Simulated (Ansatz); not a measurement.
**VPt under pressure**

Level of theory: DFT LDA, scalar-relativistic, plane waves, PAW in Ansatz. Cutoff 420 eV, 16×16×12 k-points (Γ-centred), Fermi-Dirac smearing of 0.15 eV. No spin polarisation. Phonons by linear response, acoustic sum rule imposed.

Relaxed structure:
```cif
data_structure
_symmetry_space_group_name_H-M 'P 1'
_symmetry_Int_Tables_number 1
_cell_length_a 2.6549
_cell_length_b 2.6549
_cell_length_c 3.8308
_cell_angle_alpha 90.000
_cell_angle_beta 90.000
_cell_angle_gamma 90.000
_cell_volume 27.00
loop_
_atom_site_label
_atom_site_type_symbol
_atom_site_fract_x
_atom_site_fract_y
_atom_site_fract_z
_atom_site_occupancy
V1 V 0.50000 0.50000 0.50000 1
Pt1 Pt 0.00000 0.00000 0.00000 1
```

In a metal, frequencies and elastic constants depend on the k mesh and the smearing, soft modes and shear constants most. Spin–orbit coupling is left out, which can shift energies with elements as heavy as these.

Optical modes at Γ (cm⁻¹) at zero pressure: 178, 234.

Under hydrostatic pressure the same modes lie at 182, 241 cm⁻¹. What is the pressure, and how much has the cell shrunk?

Answers

3 GPa; the volume is 1.0 % smaller.